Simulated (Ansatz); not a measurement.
# ScCu: moving Cu off its site

ScCu, Pm-3m, a = 3.256 Å (as given, not relaxed at this level: -3.9 GPa). The structure is a COD entry; whether it is the stable form wasn't checked. Ansatz: PBEsol, PAW, 420 eV, Γ-centred 14×14×14 mesh on 2 atoms, Gaussian smearing 0.15 eV; no spin polarisation.

```
Sc Cu
1.0
     3.25600    0.00000    0.00000
     0.00000    3.25600    0.00000
     0.00000    0.00000    3.25600
Sc Cu
1 1
Direct
  0.50000 0.50000 0.50000
  0.00000 0.00000 0.00000
```

Atom 2 (Cu) moves by x along the unit vector (0.000, 0.000, 1.000), with its periodic images; all else is held. y is the free energy of the cell over the start, F the force along the path summed over the moved atoms. Symmetry makes y even in x.

| x (Å) | y (meV) | F (eV/Å) |
| --- | --- | --- |
| -0.200 | ? | ? |
| -0.100 | 15.3 | 0.31 |
| 0.000 | 0.0 | 0.00 |
| 0.025 | 1.0 | -0.08 |
| 0.050 | 3.8 | -0.15 |
| 0.075 | 8.6 | -0.23 |
| 0.125 | 23.9 | -0.38 |
| 0.150 | 34.5 | -0.46 |
| 0.175 | 47.0 | -0.54 |

Task: Fit y = c2 x² + c4 x⁴ to the energies of the other rows, give the force constant, and predict energy and force of the missing row.

Result: Least squares on the rows shown. y = 1527 x² + 268.1 x⁴. The force constant is 2 c2 = 3.05 eV/Å², for the cell as given, at -3.9 GPa (for all images moving together, not for a lone atom). With two atoms in a cubic cell this is the optical mode at Γ (in a metal it hangs on mesh and smearing): ω = 521.5 √(2 c2/μ) = 178 cm⁻¹ for μ = 26.33 u. The force −dy/dx at the missing row is 0.62 eV/Å (computed 0.62). At x = -0.200 the fit asked for gives 61.5 meV. The run gave 61.5 meV, the same to the digits shown.